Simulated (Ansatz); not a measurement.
Ga2O3:
```
CELL_PARAMETERS angstrom
      6.22769     1.54164     0.00000
     -6.22769     1.54164     0.00000
     -1.39169     0.00000     5.71013
ATOMIC_POSITIONS crystal
  Ga 0.34150 0.65850 0.68581
  Ga 0.65850 0.34150 0.31419
  Ga 0.91010 0.08990 0.20526
  Ga 0.08990 0.91010 0.79474
  O  0.50399 0.49601 0.74331
  O  0.49601 0.50399 0.25669
  O  0.82630 0.17370 0.43565
  O  0.17370 0.82630 0.56435
  O  0.16350 0.83650 0.10916
  O  0.83650 0.16350 0.89084
```

Relaxed with PBE. Special points in fractions of this cell's reciprocal vectors: Γ (0.000, 0.000, 0.000); C (0.266, 0.266, 0.000); C2 (-0.266, 0.734, 0.000); Y2 (-0.500, 0.500, 0.000); M2 (-0.500, 0.500, 0.500); D (-0.258, 0.742, 0.500); D2 (0.258, 0.258, 0.500); A (0.000, 0.000, 0.500); L2 (0.000, 0.500, 0.500); V2 (0.000, 0.500, 0.000).

**Question.** List the band energies nearest the valence-band maximum at these points for the program Ansatz at the PBE level (PAW).

**Answer.** In eV from the valence-band maximum; about four levels below and three above (degenerate sets whole), none deeper than 8.9 eV; points with the same levels are listed once.

```csv
k,below,above
Γ,-0.66 -0.47 -0.29 -0.02,2.01 5.38 6.29
C,-0.87 -0.73 -0.48 -0.10,5.47 6.09 6.63
Y2,-0.69 -0.68 -0.42 -0.14,4.19 4.42 5.65
M2,-0.64 -0.64 -0.59 -0.01,4.76 4.98 5.82
D,-1.08 -0.82 -0.82 -0.60,6.51 6.59 7.31
A,-0.63 -0.60 -0.54 -0.30,4.36 4.56 6.29
L2,-1.05 -0.98 -0.70 -0.61,6.48 6.54 7.47
V2,-0.77 -0.69 -0.47 -0.10,5.36 6.16 6.83
```

Space group C2/m. The cell was relaxed with PBE under the symmetry of its start. Spin–orbit coupling is left out wherever it is not named.

Potentials: the earlier of the program's two PAW sets.
